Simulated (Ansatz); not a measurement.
# (Sn,Zr)O2: orderings on the rutile lattice

Small ordered supercells, each relaxed with r2SCAN in the plane-wave code Ansatz; x is the share of Zr. They stand for particular orderings, not for the random alloy. No magnetic order and no zero-point or thermal terms; whether a cell exists isn't addressed.

- ZrSn3O8 (Cmmm, 12 atoms): it is orthorhombic, Cmmm (No. 65); a = 6.759 Å, b = 6.792 Å, c = 6.435 Å in the conventional setting, 12.31 Å³ an atom. Around Sn lie 6 O at 2.06–2.08 Å; around Sn lie 6 O at 2.07 Å; around O lie 2 Sn at 2.06–2.07 Å and 1 Zr at 2.10 Å; around O lie 3 Sn at 2.07–2.08 Å; around Zr lie 6 O at 2.10 Å; around O lie 2 Sn at 2.08 Å and 1 Zr at 2.10 Å.
- ZrSn3O8 (Cmmm, 12 atoms, c): the symmetry is Cmmm (No. 65, orthorhombic); a = 6.759 Å, b = 6.792 Å, c = 6.435 Å in the conventional setting, 12.31 Å³ an atom. Around Sn lie 6 O at 2.07 Å; around Sn lie 6 O at 2.06–2.08 Å; around O lie 3 Sn at 2.07–2.08 Å; around O lie 2 Sn at 2.06–2.07 Å and 1 Zr at 2.10 Å; around Zr lie 6 O at 2.10 Å; around O lie 2 Sn at 2.08 Å and 1 Zr at 2.10 Å.
- ZrSnO4 (Cmmm, 6 atoms): it is orthorhombic, Cmmm (No. 65); a = 6.799 Å, b = 6.866 Å, c = 3.218 Å in the conventional setting, 12.52 Å³ an atom. Around Sn lie 6 O at 2.06–2.08 Å; around Zr lie 6 O at 2.09–2.11 Å; around O lie 1 Sn at 2.06 Å and 2 Zr at 2.09 Å; around O lie 2 Sn at 2.08 Å and 1 Zr at 2.11 Å.
- Zr3SnO8 (Cmmm, 12 atoms): the symmetry is Cmmm (No. 65, orthorhombic); a = 6.831 Å, b = 6.872 Å, c = 6.489 Å in the conventional setting, 12.69 Å³ an atom. Zr is surrounded by 6 O at 2.09–2.12 Å; Zr is surrounded by 6 O at 2.10 Å; O is surrounded by 3 Zr at 2.09–2.10 Å; O is surrounded by 1 Sn at 2.08 Å and 2 Zr at 2.10–2.12 Å; Sn is surrounded by 6 O at 2.07–2.08 Å; O is surrounded by 1 Sn at 2.07 Å and 2 Zr at 2.10 Å.
- Zr3SnO8 (Cmmm, 12 atoms, c): space group Cmmm (No. 65), orthorhombic; a = 6.831 Å, b = 6.872 Å, c = 6.489 Å in the conventional setting, 12.69 Å³ an atom. Around Sn lie 6 O at 2.07–2.08 Å; around Zr lie 6 O at 2.10 Å; around O lie 1 Sn at 2.07 Å and 2 Zr at 2.10 Å; around O lie 1 Sn at 2.08 Å and 2 Zr at 2.10–2.12 Å; around Zr lie 6 O at 2.09–2.12 Å; around O lie 3 Zr at 2.09–2.10 Å.

d is direct, i indirect.
```
                       cell      x  volume (Å³/atom)  gap, PBE (eV)  gap, r2SCAN (eV)  gap, PBE+SOC (eV)
   ZrSn3O8 (Cmmm, 12 atoms)  0.250             12.31     2.09 d (Γ)        2.73 d (Γ)         2.09 d (Γ)
ZrSn3O8 (Cmmm, 12 atoms, c)  0.250             12.31     2.09 d (Γ)        2.73 d (Γ)         2.09 d (Γ)
     ZrSnO4 (Cmmm, 6 atoms)  0.500             12.52     2.24 d (Γ)        2.84 d (Γ)         2.25 d (Γ)
   Zr3SnO8 (Cmmm, 12 atoms)  0.750             12.69     2.76 d (Γ)        3.33 d (Γ)         2.77 d (Γ)
Zr3SnO8 (Cmmm, 12 atoms, c)  0.750             12.69     2.76 d (Γ)        3.33 d (Γ)         2.77 d (Γ)
```

Only the levels marked +SOC include spin-orbit coupling.
